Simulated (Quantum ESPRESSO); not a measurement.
```xyz
2
Lattice="0.0000 3.1913 3.1913 3.1913 0.0000 3.1913 3.1913 3.1913 0.0000" Properties=species:S:1:pos:R:3 pbc="T T T"
H      3.1913     3.1913     3.1913
Cs     0.0000     0.0000     0.0000
```

The geometry is that of Materials Project entry mp-1057286, symmetrised and not relaxed again.

Problem. What does PBEsol (Quantum ESPRESSO, PseudoDojo norm-conserving, 72 Ry, with spin-orbit coupling) give for the electronic structure near the Fermi level?

Solution. The PBEsol gap is direct, 2.15 eV at L.
